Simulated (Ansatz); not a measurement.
B (diamond, Fd-3m) at seven volumes, the program Ansatz at the PBE level (PAW), scaled uniformly. One row is withheld.

```tsv
V (Å³/atom)	P (GPa)
7.563	19.71
7.812	?
8.061	5.67
8.311	-0.02
8.560	-4.98
8.809	-9.31
9.059	-13.09
```

Q: Fit the shown pressures and predict the withheld one.

A: P = (3/2)B₀(x^(7/2) − x^(5/2))[1 + (3/4)(B′ − 4)(x − 1)] with x = (V₀/V)^(2/3). Least squares on the six rows gives V₀ = 8.310 Å³/atom, B₀ = 177 GPa, B′ = 3.58. At V = 7.812, x = 1.0421 and P = 12.21 GPa. The run itself gave 12.21 GPa.

The start of the workflow was typed in or built on a structure type; neither database checked (COD, Materials Project) lists it. It is not the phase usual at ambient conditions (space group No. 166). The PBE relaxation kept the symmetry of its start; its stability against distortions is not shown here.

Potentials: the later of the program's two PAW sets.
